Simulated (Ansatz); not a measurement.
GaSb in space group P-6m2 (No. 187; Ga on 1a, Sb on 1f), plane-wave PAW PBEsol (Ansatz code), all energies at zero smearing, with the estimated change up to a 700 eV cutoff added, with one set of potentials and settings (totals compare only within such a set). Cell of 2 atoms (1 Ga, 1 Sb): -10151.197 eV.

```json
[
 {"element": "Ga", "reference phase": "Cmce, 4 atoms in the cell", "E (eV/atom)": "-3743.2073"},
 {"element": "Sb", "reference phase": "R-3m, 2 atoms in the cell", "E (eV/atom)": "-6408.1643"}
]
```

Formation energy per atom, worked out: (-10151.197 − 1×(-3743.2073) − 1×(-6408.1643))/2 = 0.087 eV/atom (8 kJ per mol of atoms), at 0 K, without zero-point energy or fitted corrections.

A made-up cell: these elements were put on the sites of a structure type; neither database checked (COD, Materials Project) lists it. It is not the phase usual at ambient conditions (space group No. 216). The cell was relaxed with PBEsol under the symmetry of its start; whether a distortion lowers the energy is not shown. The references are the lowest solids computed at this level, not always the standard phases. Spin–orbit coupling is left out wherever it is not named.

Potentials: the earlier of the program's two PAW sets. The files were generated under PBE; for other functionals the program regenerates the frozen cores, and for LDA and PBEsol the local potential too.
